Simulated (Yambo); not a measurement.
KBH4 (space group P2_1/m, No. 11, within 0.06 Å of P4_2/nmc), G0W0@PBEsol (Yambo, plasmon pole, terminator in G, 2×2×2 mesh): gap Γ → (-0.5, -0.5, 0) in eV by bands and screening block.

```json
[
 {"bands (W and G)": "43", "2 Ry": "8.93", "3 Ry": "9.07", "4 Ry": "…", "6 Ry": "9.17", "7 Ry": "9.20"},
 {"bands (W and G)": "70", "2 Ry": "8.69", "3 Ry": "8.87", "4 Ry": "8.92", "6 Ry": "9.02", "7 Ry": "9.06"},
 {"bands (W and G)": "106", "2 Ry": "8.61", "3 Ry": "8.79", "4 Ry": "8.85", "6 Ry": "8.98", "7 Ry": "9.04"},
 {"bands (W and G)": "151", "2 Ry": "…", "3 Ry": "8.75", "4 Ry": "8.82", "6 Ry": "8.97", "7 Ry": "9.04"},
 {"bands (W and G)": "197", "2 Ry": "…", "3 Ry": "8.74", "4 Ry": "8.81", "6 Ry": "8.97", "7 Ry": "9.04"}
]
```

Estimate the withheld gaps from their neighbours; the computed values follow.


- 43, 4 Ry: 9.11
- 151, 2 Ry: 8.59
- 197, 2 Ry: 8.58

The largest settings aren't shown to be the converged limit.

Geometry of the Materials Project entry, not relaxed at this level; primitive cell a = 4.663 Å, b = 4.678 Å, c = 6.549 Å, α = 90.00°, β = 90.07°, γ = 90.00°.

The structure is a Materials Project entry; no match was found in the copy of COD used, and its stability was not checked.
